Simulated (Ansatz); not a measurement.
Coordination and 127I quadrupole coupling in CsSnI3

Cell: a computed structure from the Materials Project (it need not be an observed phase), taken as it stands.

Space group Pnma (No. 62); a = 10.5977, b = 4.7828, c = 17.9646 Å.

```csv
site,Wyckoff,site symmetry,x,y,z
Cs,4c,.m.,0.5841,0.2500,0.1699
Sn,4c,.m.,0.8414,0.2500,0.9381
I9,4c,.m.,0.5269,0.7500,0.6156
I13,4c,.m.,0.7940,0.7500,0.2914
I17,4c,.m.,0.6661,0.7500,0.9986
```

One atom of each set is listed.

Level of theory: DFT, r2SCAN, plane waves and PAW, scalar-relativistic, 500 eV cutoff, Γ-centred 3×6×2 k-points, Fermi–Dirac smearing 0.02 eV (Ansatz 0.2.0).

Q(127I) = -688.2 mb.

Problem. Rank these I sites by |C_Q|, smallest first.
A. I17: 2 Sn at 3.22 Å, angle 96°
B. I13: 1 Sn at 3.00 Å
C. I9: 3 Sn at 3.24–3.48 Å

Solution. C (147 MHz, η = 0.57), A (353 MHz, η = 0.42), B (494 MHz, η = 0.33).

At I17 V_zz stands upright on the plane of its two bonds (within 7°). At I13 V_zz points along its bond to Sn (within 1°). Like point charges on the first shell alone (each adding as 1/d³) would give the same order, so the shape of the shell goes a long way to explain it.

Without spin–orbit coupling the gradients at and beside I can be off by some per cent, at some sites by more. With these PAW files V_zz is typically within 2 to 3 % of all-electron values, but misses above 10 % occur on I.
